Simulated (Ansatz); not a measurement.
Structure: BeHg3Te4 as one 8-atom ordering (I-42m) on the zincblende lattice, at its r2SCAN minimum. Space group I-42m (No. 121), tetragonal; a = 6.341 Å, c = 12.599 Å in the conventional setting, 31.66 Å³ an atom. Around Be lie 4 Te at 2.47 Å; around Te lie 1 Be at 2.47 Å and 3 Hg at 2.83–2.86 Å; around Hg lie 4 Te at 2.83 Å; around Hg lie 4 Te at 2.86 Å.

```
Be Te Hg
1.0
    -3.17041    3.17041    6.29931
     3.17041   -3.17041    6.29931
     3.17041    3.17041   -6.29931
Be Te Hg
1 4 3
Direct
  0.00000 0.00000 0.00000
  0.33775 0.33775 0.44762
  0.10986 0.66225 0.00000
  0.89014 0.89014 0.55238
  0.66225 0.10986 0.00000
  0.75000 0.25000 0.50000
  0.50000 0.50000 0.00000
  0.25000 0.75000 0.50000
```

3 runs of Ansatz 0.2.0 on this cell differ in the functional (and in the settings that go with it). Levels are in eV from each run's valence top; v1 is the last filled band, c1 the first empty one.

Run A, mean stress +1.2 GPa (compression positive):

| point | v4 | v3 | v2 | v1 | c1 | c2 |
| --- | --- | --- | --- | --- | --- | --- |
| Γ | -1.96 | -0.12 | 0.00 | 0.00 | 0.07 | 1.53 |
| X | -0.99 | -0.90 | -0.70 | -0.49 | 0.74 | 0.89 |
| P | -1.10 | -1.10 | -0.90 | -0.49 | 1.03 | 1.74 |

Run B, mean stress 0.0 GPa (compression positive):

| point | v4 | v3 | v2 | v1 | c1 | c2 |
| --- | --- | --- | --- | --- | --- | --- |
| Γ | -2.03 | -0.12 | 0.00 | 0.00 | 0.40 | 1.73 |
| X | -1.02 | -0.93 | -0.72 | -0.50 | 1.01 | 1.14 |
| P | -1.13 | -1.13 | -0.93 | -0.51 | 1.28 | 2.01 |

Run C, mean stress -0.3 GPa (compression positive):

| point | v4 | v3 | v2 | v1 | c1 | c2 |
| --- | --- | --- | --- | --- | --- | --- |
| Γ | -2.11 | -0.11 | 0.00 | 0.00 | 0.79 | 2.20 |
| X | -1.07 | -0.97 | -0.75 | -0.53 | 1.44 | 1.58 |
| P | -1.18 | -1.18 | -0.97 | -0.54 | 1.72 | 2.47 |

Q: Match the runs to PBE, r2SCAN, HSE06.

A: A is PBE, B is r2SCAN, C is HSE06. In order of the gap: PBE 0.07, r2SCAN 0.40, HSE06 0.79 eV. The stress vanishes for r2SCAN, which relaxed the cell.

The calculation is spin-unpolarised, and the structure need not be a phase that has been made.

Spin-orbit coupling is left out; in compounds of Pb, Bi, Tl or Hg it can lower a gap by up to about 1 eV, split its edges or invert the bands.

The stress of a hybrid is loosely converged in these runs.

Gaps or overlaps of about a tenth of an eV are at the limit of these meshes: between the points read a gap can be smaller or closed.
